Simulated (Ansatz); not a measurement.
Rh:
```xyz
2
Lattice="0.0000 2.7561 2.7561 2.7561 0.0000 2.7561 2.7561 2.7561 0.0000" Properties=species:S:1:pos:R:3 pbc="T T T"
Rh     1.3780     1.3780     1.3780
Rh     0.0000     0.0000     0.0000
```

Relaxed with PBE. Special points in fractions of this cell's reciprocal vectors: Γ (0.000, 0.000, 0.000); X (0.500, 0.000, 0.500); U (0.625, 0.250, 0.625); K (0.375, 0.375, 0.750); L (0.500, 0.500, 0.500); W (0.500, 0.250, 0.750).

**Question.** List the band energies nearest the Fermi level at these points for PBE with spin–orbit coupling (plane waves, PAW; program Ansatz).

**Answer.** In eV from the Fermi level; about four levels below and three above (degenerate sets whole), none deeper than 8.9 eV; points with the same levels are listed once.

```csv
k,below,above
Γ,-1.46 -1.46 -1.46 -1.46 -1.34 -1.34,0.36 0.36 0.36 0.36
X,-2.04 -2.04 -2.04 -2.04,0.30 0.30 0.30 0.30
U,-2.11 -2.11 -1.94 -1.94,0.42 0.42 0.64 0.64
L,-0.87 -0.87 -0.67 -0.67,0.04 0.04 0.08 0.08
W,-2.14 -2.14 -2.11 -2.11,0.59 0.59 0.70 0.70
```

Space group Fd-3m (diamond). A made-up cell: these elements were put on the sites of a structure type; neither database checked (COD, Materials Project) lists it. It is not the phase usual at ambient conditions (space group No. 225). The PBE relaxation kept the symmetry of its start. At this level the phase is mechanically unstable. The run is not spin-polarised.

Potentials: the later of the program's two PAW sets.
